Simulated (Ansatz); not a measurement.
GaN (rock salt, space group No. 225) under volume change, PBEsol (plane waves, PAW; program Ansatz), scaled uniformly.

```tsv
V (Å³/atom)	E − E(relaxed) (meV/atom)	P (GPa)
8.548	65.8	27.18
8.830	___	___
9.111	6.5	7.60
9.393	0.0	0.00
9.675	___	___
9.957	22.0	-11.84
10.239	46.9	-16.40
```

Problem. What belongs in the gaps?

Solution. 
- 8.830, E − E(relaxed) (meV/atom): 27.5
- 8.830, P (GPa): 16.58
- 9.675, E − E(relaxed) (meV/atom): 5.8
- 9.675, P (GPa): -6.41

Problem. What does a third-order Birch–Murnaghan fit give for V₀, B₀ and B′?

Solution. V₀ = 9.39 Å³/atom, B₀ = 232 GPa, B′ = 4.6.

Space group Fm-3m (rock salt). This is a known high-pressure phase of the composition, computed here at zero pressure and temperature. The cell was relaxed with PBEsol under the symmetry of its start; whether a distortion lowers the energy is not shown. Spin–orbit coupling is left out wherever it is not named.

Potentials: the earlier of the program's two PAW sets.
